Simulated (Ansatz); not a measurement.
Relaxing one composition in several structure types shows which are competitive, which pressure would favour, and how volume and gap change with structure.

BBi, zinc blende serves as the reference. The reference is the lowest phase computed, which need not be the stable form in nature.

Where the numbers come from (Ansatz, a plane-wave PAW program): energy: PBE, total energy at 0 K with the change to a 700 eV cutoff added (comparable within one formula alone); volume per atom: PBE, relaxed cell; gap: PBE; bulk modulus: PBE, equation-of-state fit.

Started from generated or typed cells, with no claim that the phase is known: BBi, zinc blende; BBi, PtS type, P4₂/mmc; BBi, WC type, P-6m2; BBi, CsCl type. Dynamically unstable, with imaginary phonons beyond 50i cm⁻¹ at the level named: BBi, WC type, P-6m2 (r²SCAN). No gap (0.00) means none at this level, which can close a small real gap. Spin–orbit coupling is left out unless named; in separate runs it moves the gap by BBi, zinc blende −0.21 eV (r²SCAN).

Working rules: ΔE = E − E_ref; ΔV = V − V_ref; temperature scale ΔE/k_B = 11.605 K/meV × ΔE.

```csv
crystal,E (eV/atom),V (Å³/atom),gap (eV),B₀ (GPa),ΔE (meV/atom),ΔV (Å³/atom),ΔE/k_B (K)
"BBi, zinc blende, reference",−6275.439,21.04,0.16,72.7,0.0,0.00,0
"BBi, PtS type, P4₂/mmc",−6274.820,22.41,0.00,53.7,1052.3,1.37,12000
"BBi, WC type, P-6m2",−6274.872,19.32,0.00,69.7,567.0,−1.72,6600
"BBi, CsCl type",−6274.650,18.86,0.00,71.6,789.0,−2.18,9200
```

**Question.** Check the column «ΔE (meV/atom)» against the rules: one row is wrong, and what depends on it inherits the slip. Find and correct it.

**Answer.** The row of BBi, PtS type, P4₂/mmc shows 1052.3. From its own inputs, ΔE = 1000 × (−6274.820 − (−6275.439)) = 619.0 meV/atom. Carried on: ΔE/k_B: 11.605 × 619.0 = 7200 K. The other rows agree with the rules.

With the correction: In order of ΔE, lowest first: BBi, zinc blende (0.0 ± 5.0), BBi, WC type, P-6m2 (567.0 ± 5.0), BBi, PtS type, P4₂/mmc (619.0 ± 5.0), BBi, CsCl type (789.0 ± 5.0). The ± follows from allowances picked for this note (energy 0.004 eV/atom, 3 meV/atom on the figure itself), carried to first order and added in quadrature, each row's own inputs moving alone; ≈ joins neighbours closer than their two ± added in quadrature.

Vibrational free energy is left out, and phases that were not computed could lie lower. Rows are a sample of the computed phases of this formula. Limits of the draw: a spread of over 30 meV/atom, none over 0.9 eV/atom above the reference, within 8 meV/atom of the lowest or within 3 meV/atom of a neighbour. As a rule kept out of such tables: 4f compounds, open-shell compounds run without a Hubbard term, cells close to a higher symmetry, and runs set to a pressure or over 12 % in volume from the crystal's fullest run.
